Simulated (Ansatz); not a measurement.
ZrNi:
```
ZrNi
1.0
    1.62589    -4.94275     0.00000
    1.62589     4.94275     0.00000
    0.00000     0.00000     4.02056
Zr Ni
2 2
Direct
  0.63883   0.36117   0.25000
  0.36117   0.63883   0.75000
  0.91717   0.08283   0.25000
  0.08283   0.91717   0.75000
```

This is the PBEsol-relaxed structure.

Task: All from PBEsol (plane waves, PAW; program Ansatz), unless another level is named. Give the formation energy from the elements (no fitted shifts).

Result: -0.47 eV/atom.

Task: And the density of states at the Fermi level?

Result: 0.62 states/eV per atom (mean over ±0.08 eV).

Space group Cmcm. The first step of the workflow began from a Materials Project structure, measured or hypothetical; the Crystallography Open Database files this formula in space group No. 63, but the cells were not matched. Its standing as an ambient phase is unchecked. The PBEsol relaxation kept the symmetry of its start; its stability against distortions is not shown here. No spin polarisation was allowed. The references are the lowest solids computed at this level, not always the standard phases. Scalar-relativistic: spin–orbit coupling is off unless named, which matters more the heavier the elements.

Potentials: the later of the program's two PAW sets.
